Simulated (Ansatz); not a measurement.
LiTaO₃:
```
LiTaO3
1.0
    3.91993     0.00000     0.00000
    0.00000     3.91993     0.00000
    0.00000     0.00000     4.00237
Ta Li O
1 1 3
Direct
  0.50000   0.50000   0.40910
  0.00000   0.00000   0.15094
  0.50000   0.50000   0.86630
  0.50000   0.00000   0.33983
  0.00000   0.50000   0.33983
```

Relaxed with PBEsol. Special points in fractions of this cell's reciprocal vectors: Γ (0.000, 0.000, 0.000); X (0.000, 0.500, 0.000); M (0.500, 0.500, 0.000); Z (0.000, 0.000, 0.500); R (0.000, 0.500, 0.500); A (0.500, 0.500, 0.500).

### Question
List the band energies nearest the valence-band maximum at these points for plane-wave PAW PBEsol (Ansatz code).

### Answer
In eV from the valence-band maximum; about four levels below and three above (degenerate sets whole), none deeper than 8.9 eV; points with the same levels are listed once.

| k | below | above |
|---|---|---|
| Γ | -1.42 -1.26 -1.26 -0.90 | 2.20 3.65 3.65 |
| X | -2.23 -1.56 -1.27 -0.98 | 3.74 4.90 5.19 |
| M | -1.70 -1.70 -1.30 -0.51 | 5.22 5.22 6.22 |
| Z | -2.10 -2.10 -1.68 -1.04 -1.04 | 2.27 5.74 5.74 |
| R | -2.38 -2.04 -1.29 0.00 | 4.90 5.81 6.42 |
| A | -4.41 -4.41 -0.49 0.00 0.00 | 5.73 6.46 6.46 |

Space group P4mm. The start of the workflow was typed in or built on a structure type; neither database checked (COD, Materials Project) lists it. It is not the phase usual at ambient conditions (space group No. 161). Symmetry was held in the PBEsol relaxation. At this level the phase is dynamically unstable (imaginary phonons). The run is not spin-polarised. Scalar-relativistic: spin–orbit coupling is off unless named, which matters more the heavier the elements.

Potentials: the later of the program's two PAW sets.
